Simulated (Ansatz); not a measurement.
Input, command and steps of an Ansatz relaxation.

```yaml
crystal:
  lattice:
    - [2.2411819439, 0.0, 0.0]
    - [-1.120590972, 1.9409204979, 0.0]
    - [0.0, 0.0, 3.5272153156]
  atoms:
    - { symbol: Be, position: [0.3333333333, 0.6666666667, 0.25] }
    - { symbol: Be, position: [0.6666666667, 0.3333333333, 0.75] }
basis:
  ecutwfc: 500
kpoints:
  mp_grid: { grid: [24, 24, 12] }
hamiltonian:
  xc: r2scan
scf:
  occupations: { method: gaussian, width: 0.1 }
output:
  forces: true
  stress: true
  eigenvalues: true
  write_density: true
  write_potential: true
  elf: true
  volumetric_format: npy
relax:
  adjacent_minimum: "off"
  f_tol: 0.01
  max_steps: 30
  cell: { stress_tol: 0.1, fix: [volume] }
```

```bash
ansatz run input.yaml --threads 1 --pin off --max-ram 2560MiB --backend cpu --events-out ev --progress --plain --runs-dir out
```

All numbers below come from DFT r2SCAN, scalar-relativistic, plane waves, PAW in Ansatz.

The volume is held at 0.97 times that of the relaxed cell.

Of 3 frames 3 are shown, positions in Å and forces in eV/Å; the SCF threshold varies from step to step. Steps run on the plane waves of an earlier cell, with a Pulay correction in the pressure. The basis is chosen afresh for the last frame, the zero of the energies, and at times for earlier ones too; energy and pressure step there, also at an unchanged geometry.

```xyz
2
Lattice="2.2412 0.0000 0.0000 -1.1206 1.9409 0.0000 0.0000 0.0000 3.5272" Properties=species:S:1:pos:R:3:forces:R:3 pbc="T T T" step=1 free_energy_over_end_meV_per_atom=0.01 pressure_GPa=3.99
Be    0.0000    1.2939    0.8818    0.0000    0.0000    0.0000
Be    1.1206    0.6470    2.6454    0.0000    0.0000    0.0000
2
Lattice="2.2402 0.0000 0.0000 -1.1201 1.9401 0.0000 0.0000 0.0000 3.5303" Properties=species:S:1:pos:R:3:forces:R:3 pbc="T T T" step=2 free_energy_over_end_meV_per_atom=0.00 pressure_GPa=3.98
Be    0.0000    1.2934    0.8826    0.0000    0.0000    0.0000
Be    1.1201    0.6467    2.6477    0.0000    0.0000    0.0000
2
Lattice="2.2402 0.0000 0.0000 -1.1201 1.9401 0.0000 0.0000 0.0000 3.5303" Properties=species:S:1:pos:R:3:forces:R:3 pbc="T T T" step=3 free_energy_over_end_meV_per_atom=0.00 pressure_GPa=3.98
Be    0.0000    1.2934    0.8826    0.0000    0.0000    0.0000
Be    1.1201    0.6467    2.6477    0.0000    0.0000    0.0000
```

It took 20 s on 1 thread of Arm Neoverse V1, on a shared host, peak memory 0.39 GiB.